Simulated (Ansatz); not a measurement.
As in space group I4_132 (No. 214; As on 8a) under volume change, the program Ansatz at the r²SCAN level (PAW), scaled uniformly.

```json
[
 {"V (Å³/atom)": "37.349", "E − E(relaxed) (meV/atom)": "36.9", "P (GPa)": "3.40"},
 {"V (Å³/atom)": "38.580", "E − E(relaxed) (meV/atom)": "15.8", "P (GPa)": "2.14"},
 {"V (Å³/atom)": "39.811", "E − E(relaxed) (meV/atom)": "3.7", "P (GPa)": "1.00"},
 {"V (Å³/atom)": "41.043", "E − E(relaxed) (meV/atom)": "0.0", "P (GPa)": "0.00"},
 {"V (Å³/atom)": "42.274", "E − E(relaxed) (meV/atom)": "3.3", "P (GPa)": "-0.85"},
 {"V (Å³/atom)": "43.505", "E − E(relaxed) (meV/atom)": "13.0", "P (GPa)": "-1.66"},
 {"V (Å³/atom)": "44.737", "E − E(relaxed) (meV/atom)": "28.5", "P (GPa)": "-2.37"}
]
```

What does a third-order Birch–Murnaghan fit give for V₀, B₀ and B′?

V₀ = 41.06 Å³/atom, B₀ = 31.3 GPa, B′ = 2.9.

The start of the workflow was typed in or built on a structure type; neither database checked (COD, Materials Project) lists it. It is not the phase usual at ambient conditions (space group No. 166). The r²SCAN relaxation kept the symmetry of its start. At this level the phase is mechanically unstable. The volume moved by 53 % from the start of the relaxation.

Potentials: the earlier of the program's two PAW sets.
